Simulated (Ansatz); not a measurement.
Here is the system:

Rb$_{2}$FeF$_{4}$:
```yaml
crystal:
  lattice:
    - [2.99460, -6.73431, 0.00000]
    - [2.99460, 6.73431, 0.00000]
    - [0.00000, 0.00000, 5.98924]
  atoms:
    - { symbol: Rb, position: [0.35707, 0.64293, 0.00000] }
    - { symbol: Rb, position: [0.64293, 0.35707, 0.00000] }
    - { symbol: Fe, position: [0.00000, 0.00000, 0.00000] }
    - { symbol: F, position: [0.14795, 0.85205, 0.00000] }
    - { symbol: F, position: [0.85205, 0.14795, 0.00000] }
    - { symbol: F, position: [0.25000, 0.25000, 0.75000] }
    - { symbol: F, position: [0.75000, 0.75000, 0.75000] }
    - { symbol: Rb, position: [0.85707, 0.14293, 0.50000] }
    - { symbol: Rb, position: [0.14293, 0.85707, 0.50000] }
    - { symbol: Fe, position: [0.50000, 0.50000, 0.50000] }
    - { symbol: F, position: [0.64795, 0.35205, 0.50000] }
    - { symbol: F, position: [0.35205, 0.64795, 0.50000] }
    - { symbol: F, position: [0.75000, 0.75000, 0.25000] }
    - { symbol: F, position: [0.25000, 0.25000, 0.25000] }
```
The run is spin-polarised.

This is the r²SCAN-relaxed structure.

Q: All from the program Ansatz at the r²SCAN level (PAW), unless another level is named. Estimate the magnetic order.

A: antiferromagnetic.

Q: Predict the Bader charges.

A: Rb +0.90, Fe +1.54, F -0.84 to -0.83 e.

Space group I4/mmm. The workflow started from a Materials Project entry (that database holds measured and hypothetical structures alike); the Crystallography Open Database copy checked does not list it. Its standing as an ambient phase is unchecked. The cell was relaxed with r²SCAN under the symmetry of its start, as lowered by the spin order; whether a distortion lowers the energy is not shown. Magnetic state: antiferromagnetic, chosen from 5 collinear starts compared on coarse meshes (ties went to the first, and starts can fall back to one state), not a proven ground state. Other orbital occupations within this spin state were not tried. No Hubbard U is applied.

Potentials: the later of the program's two PAW sets.
